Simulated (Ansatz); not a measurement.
Input file for Ansatz (a program for electronic structure):

Ansatz 0.2 input:
```yaml
crystal:
  lattice:
    - [4.1294295831, 0.0, 0.0]
    - [-2.0647147915, 3.5761909221, 0.0]
    - [0.0, 0.0, 7.286770165]
  atoms:
    - { symbol: La, position: [0.6666666667, 0.3333333333, 0.75] }
    - { symbol: La, position: [0.3333333333, 0.6666666667, 0.25] }
    - { symbol: F, position: [0.3333333333, 0.6666666667, 0.9201078524] }
    - { symbol: F, position: [0.6666666667, 0.3333333333, 0.0798921476] }
    - { symbol: F, position: [0.6666666667, 0.3333333333, 0.4201078524] }
    - { symbol: F, position: [0.3333333333, 0.6666666667, 0.5798921476] }
    - { symbol: F, position: [0.0, 0.0, 0.25] }
    - { symbol: F, position: [0.0, 0.0, 0.75] }
kpoints:
  mp_grid: { grid: [5, 5, 3] }
hamiltonian:
  xc: hse06
  pseudopotentials: { kind: paw }
scf:
  n_extra_bands: 8
  occupations: { method: fixed }
output:
  eigenvalues: true
  eigenstates:
    e_range: [-9.0, 17.0]
    kpoints:
      - [0.0, 0.0, 0.0]  # VBM
      - [0.3125, 0.3125, 0.0]  # CBM
      - [0.0, 0.0, 0.0]  # GAMMA
      - [0.0, 0.0, 0.5]  # A
      - [0.3333333333, 0.3333333333, 0.0]  # K
      - [0.3333333333, 0.3333333333, 0.5]  # H
      - [0.5, 0.0, 0.0]  # M
      - [0.5, 0.0, 0.5]  # L
```

Output (shortened):

```
Pseudopotential: La, paw, valence charge 11
Pseudopotential: F, paw, valence charge 7
Functional definition: HSE06
davidson cushion auto → on  (no smearing: the cushion is to keep the highest requested band from converging to the state above it …
Crystal: 8 atoms, lattice volume = 107.608 Å³
Basis set: ecut = 420 eV, 2065 PW (Γ)
Bands: 40, of which v1, the nominal top of the filled ones, is band 32 counted from 1 (31 counted from 0)
Symmetry: 24 space group operations
Space group: P63/mmc (ITA 194), of the structure as read, at distance tolerance 4.8e-5 Å
k-points: 10 of 75
SCF iter   1: F=—  HF=-17366.621356 eV  |F-HF|=—  |Δ(HF+E_count)|=         —  Δρ=1.94e-3  dr2=2.76e-3  ethr=1.77e-3  ⟨swp⟩=2.0  Hψ=2727  notcnv=0
preconditioner: auto → none
SCF iter   2: F=-17366.624268 eV  HF=-17366.624719 eV  |F-HF|=4.52e-4  |Δ(HF+E_count)|=   3.36e-3  Δρ=1.65e-3  dr2=1.53e-3  ethr=4.31e-6  ⟨swp⟩=4.9  Hψ=1575  notcnv=0  defer=1
SCF 1 stopped early in 2 iterations: F = -17366.624268 eV  dr2 = 1.53e-3
Crystal: 8 atoms, lattice volume = 107.608 Å³
Exchange kernel: α = 0.2500, screened, ω = 0.2079 Å⁻¹, Wigner–Seitz truncation, v(0) = 1045.6757 eV·Å³, q-mesh 5×5×3, nearest image of the exchange supercell L …
Frozen-core exchange: fock
SCF iter   1: F=—  HF=-17375.197351 eV  |F-HF|=—  |Δ(HF+E_count)|=         —  Δρ=1.15e-2  dr2=2.07e-1  ethr=2.39e-5  ⟨swp⟩=10.1  Hψ=2343  notcnv=0
preconditioner: auto → none
SCF iter   2: F=—  HF=-17375.126856 eV  |F-HF|=—  |Δ(HF+E_count)|=   7.05e-2  Δρ=8.06e-3  dr2=2.40e-2  ethr=2.39e-5  ⟨swp⟩=6.6  Hψ=1781  notcnv=0
SCF iter   3: F=—  HF=-17375.159069 eV  |F-HF|=—  |Δ(HF+E_count)|=   3.22e-2  Δρ=2.82e-3  dr2=7.59e-3  ethr=2.39e-5  ⟨swp⟩=5.7  Hψ=1458  notcnv=0
iter 4 solved again at ethr=1.02e-6 eV; its pass at ethr=1.16e-5 eV (dr2=6.55e-4 eV) is discarded
SCF iter   4: F=—  HF=-17375.156276 eV  |F-HF|=—  |Δ(HF+E_count)|=   2.79e-3  Δρ=1.14e-3  dr2=8.17e-4  ethr=1.02e-6  ⟨swp⟩=3.2  Hψ=2028  notcnv=0
SCF iter   5: F=—  HF=-17375.156101 eV  |F-HF|=—  |Δ(HF+E_count)|=   1.74e-4  Δρ=3.00e-4  dr2=1.91e-4  ethr=1.02e-6  ⟨swp⟩=3.1  Hψ=1004  notcnv=0
SCF iter   6: F=—  HF=-17375.158160 eV  |F-HF|=—  |Δ(HF+E_count)|=   2.06e-3  Δρ=8.71e-4  dr2=5.46e-4  ethr=9.03e-8  ⟨swp⟩=7.0  Hψ=1875  notcnv=0  defer=33
SCF iter   7: F=-17375.157968 eV  HF=-17375.157977 eV  |F-HF|=9.58e-6  |Δ(HF+E_count)|=   1.83e-4  Δρ=1.24e-4  dr2=1.18e-5  ethr=9.03e-8  ⟨swp⟩=5.1  Hψ=1569  notcnv=0
SCF 2 stopped early in 7 iterations: F = -17375.157968 eV  dr2 = 1.18e-5
hybrid outer 1: dexx = +4.353e-2 eV, tail = 1.76e-4 eV
Crystal: 8 atoms, lattice volume = 107.608 Å³
Exchange kernel: α = 0.2500, screened, ω = 0.2079 Å⁻¹, Wigner–Seitz truncation, v(0) = 1045.6757 eV·Å³, q-mesh 5×5×3, nearest image of the exchange supercell L …
Frozen-core exchange: fock
SCF iter   1: F=—  HF=-17375.156017 eV  |F-HF|=—  |Δ(HF+E_count)|=         —  Δρ=7.77e-5  dr2=5.65e-6  ethr=1.38e-6  ⟨swp⟩=6.9  Hψ=1193  notcnv=0
preconditioner: auto → none
iter 2 solved again at ethr=4.57e-10 eV; its pass at ethr=6.83e-9 eV (dr2=2.93e-7 eV) is discarded
SCF iter   2: F=—  HF=-17375.156017 eV  |F-HF|=—  |Δ(HF+E_count)|=   3.89e-8  Δρ=3.28e-5  dr2=5.88e-7  ethr=4.57e-10  ⟨swp⟩=3.5  Hψ=2442  notcnv=0
SCF iter   3: F=—  HF=-17375.156020 eV  |F-HF|=—  |Δ(HF+E_count)|=   2.85e-6  Δρ=2.11e-5  dr2=2.46e-7  ethr=4.57e-10  ⟨swp⟩=5.4  Hψ=1606  notcnv=0  defer=72
SCF iter   4: F=-17375.156020 eV  HF=-17375.156020 eV  |F-HF|=1.53e-9  |Δ(HF+E_count)|=   8.85e-8  Δρ=2.25e-6  dr2=5.85e-9  ethr=3.70e-10  ⟨swp⟩=5.5  Hψ=1223  notcnv=0  defer=8
SCF 3 converged in 4 iterations: F = -17375.156020 eV  dr2 = 5.85e-9
hybrid outer 2: dexx = +3.099e-6 eV, tail = 5.51e-8 eV, Δε = 5.26e-3 eV (about 1.35e-4 eV left of the loop's levels)
the search or the solves at the SCF's close seem to have found levels that the self-consistency loop had missed (the run counts 5) …
NSCF: frozen V_eff on 8 k-points
hybrid SCF converged: 2 outer / 11 inner (+2 warm-up), last move |dexx| = 3.10e-6 eV, tail = 5.51e-8 eV
Stability not checked (fock_operator)
Free energy (F): -17375.156020 eV
Frozen-core exchange: fock
Harris-Foulkes:  -17375.156020 eV  (|F-HF|=1.53e-9)
Internal energy: -17375.156020 eV  (E = F + TS)
E sigma→0 (E₀):  -17375.156020 eV
Fermi energy:    5.033681 eV
--- Per-component energies (eV) ---
  E_band       = -278.185391
  E_kinetic    = 1638.467331
  E_local      = -3740.197915  (includes V_loc(G=0)·N_el)
  E_nonlocal   = 621.174365
  E_hartree    = 1390.513217
  E_xc         = -611.591933
  E_vxc        = -727.838231  (∫ρ·V_xc dr)
  E_exx        = -205.074138  (= α·E_x^exact, valence–valence)
  E_paw        = -11991.501962  (= ΣΔE_a)
  E_vpaw       = -440.683914  (= ΣTr[D̂ρ^β])
  E_aug_tail   = 0.012301  (compensation charges beyond the density's cutoff)
  E_ewald      = -4476.435974
  E_core_change = -0.521312  (= ΣΔE_core)
  E_smearing   =  0.000000  (= −TS)
  E_closure    = 0.000000  (closes the sum)
  Σ components = -17375.156020   (vs F -17375.156020, Δ=3.64e-12)
  [band-id]    e_kinetic+e_local+e_nonlocal+2·e_hartree+e_vxc+2·e_exx+e_vpaw+e_augmentation_tail = -278.187905   (vs E_band -278.185391, Δ=-2.51e-3)
--- Band table (eV; the first three rows and the last of 10) ---
  k-point 0: bands = ["-25.3006", "-25.1750", "-17.3551", "-17.2969", "-17.0321", "-16.7529", "-16.3768", "-16.1723", "-7.6715", "-7.6704", "-7.6704", "-7.5696", "-7.5696", "-7.0029", "1.3421", "1.3421", "1.5753", "1.5753", "1.7012", "2.5977", "2.7795", …
  k-point 1: bands = ["-25.2698", "-25.2070", "-17.3503", "-17.3173", "-16.9630", "-16.8314", "-16.3114", "-16.2046", "-7.6455", "-7.6455", "-7.5951", "-7.5951", "-7.5414", "-7.2084", "1.3705", "1.3705", "1.4763", "1.4763", "2.2181", "2.8270", "3.0723", …
  k-point 2: bands = ["-25.2354", "-25.1294", "-17.4994", "-17.4569", "-16.9523", "-16.7689", "-16.4644", "-16.2350", "-7.7831", "-7.6540", "-7.6481", "-7.4977", "-7.3946", "-7.0878", "1.2516", "1.7340", "1.8062", "1.9776", "2.3891", "2.4255", "2.6482", …
  k-point 9: bands = ["-25.0664", "-25.0534", "-17.7562", "-17.7483", "-16.9060", "-16.8988", "-16.4766", "-16.4162", "-7.9496", "-7.9407", "-7.4297", "-7.4048", "-7.0465", "-7.0008", "1.6558", "1.7650", "1.8165", "2.2539", "2.5760", "2.8000", "3.2282", …
```

Cost: roughly 4 core-minutes on shared cores.

The points marked VBM and CBM come from a semilocal run.

Space group P6_3/mmc. The workflow started from a Materials Project entry (that database holds measured and hypothetical structures alike); the Crystallography Open Database files this formula in space group No. 194, but the cells were not matched. Its standing as an ambient phase is unchecked. The cell was relaxed with PBEsol under the symmetry of its start; whether a distortion lowers the energy is not shown. Scalar-relativistic: spin–orbit coupling is off unless named, which matters more the heavier the elements.

Potentials: the later of the program's two PAW sets.

Ansatz is a plane-wave DFT program.
